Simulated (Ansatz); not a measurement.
The start is a relaxed AlCu cell, doubled along one cell vector, shaken by Gaussian noise of σ = 0.08 Å a coordinate. The structure is fully relaxed (lattice and positions, P = 0) with PBE (plane waves to 420 eV, PAW, scalar-relativistic; Ansatz, an electronic-structure program). The first steps use a coarse 7×14×14 k-mesh.

Input geometry:
```
CELL_PARAMETERS angstrom
      2.78131     1.60579     8.23462
     -1.39066     0.80290     4.11731
      0.00000    -1.60579     4.11731
ATOMIC_POSITIONS crystal
  Al 0.03244 0.99603 0.93434
  Al 0.51077 0.96098 0.01791
  Cu 0.26267 0.46734 0.49591
  Cu 0.73640 0.45467 0.55226
```

- Largest initial force: 1.02 eV/Å, on Al1 (atoms numbered as listed)
- Energy released: 0.04 eV/atom
- Relative to the parent: It relaxes back to the parent, R-3m (No. 166)
- Shortest distances (start → end): The closest pairs of elements (up to four, under 3.6 Å), start → end: Al–Cu 2.48 → 2.61 Å; Al–Al 2.61 → 2.78 Å; Cu–Cu 2.63 → 2.78 Å
- Band gap at the end: no gap (metallic)
- Optimiser moves: 7

Final structure:

Space group R-3m, hexagonal axes (No. 166); a = b = 2.781 Å, c = 12.352 Å, α = β = 90.00°, γ = 120.00°

```
atom  site  symmetry       x       y       z
----  ----  --------  ------  ------  ------
Al      3a       -3m  0.0000  0.0000  0.0000
Cu      3b       -3m  0.0000  0.0000  0.5000
```
(The calculation used a cell of 2 atoms; values per cell refer to that cell.)

Final values are on a 19×19×19 k-mesh of the relaxed cell. No spin polarisation in the result.

The relaxed structure here is a generated cell of AlCu: the first start was made by placing the elements on the sites of a structure type, and the end was not matched to a known phase here, so it may be hypothetical.
